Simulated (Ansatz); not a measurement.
NbAg:
Space group Fm-3m (No. 225); a = 5.427 Å, b = 5.427 Å, c = 5.427 Å, α = 90.00°, β = 90.00°, γ = 90.00°

| atom | site | symmetry | x | y | z |
|---|---|---|---|---|---|
| Ag | 4a | m-3m | 0.0000 | 0.0000 | 0.0000 |
| Nb | 4b | m-3m | 0.5000 | 0.5000 | 0.5000 |
(The calculation used a cell of 2 atoms; values per cell refer to that cell.)

This is the r²SCAN-relaxed structure.

Question: All from the program Ansatz at the r²SCAN level (PAW), unless another level is named. Predict the formation energy from the elements (no fitted shifts).

Answer: 1.22 eV/atom.

Question: Next, the density of states at the Fermi level?

Answer: 1.3 states/eV per atom (mean over ±0.08 eV).

The start of the workflow was typed in or built on a structure type; neither database checked (COD, Materials Project) lists it. Whether it is the stable phase at ambient conditions was not checked. The r²SCAN relaxation kept the symmetry of its start. At this level the phase is mechanically unstable. The run is not spin-polarised. Its formation energy is positive at this level, so the cell may be metastable or incomplete. The references are the lowest solids computed at this level, not always the standard phases. Scalar-relativistic: spin–orbit coupling is off unless named, which matters more the heavier the elements.

Potentials: the earlier of the program's two PAW sets.
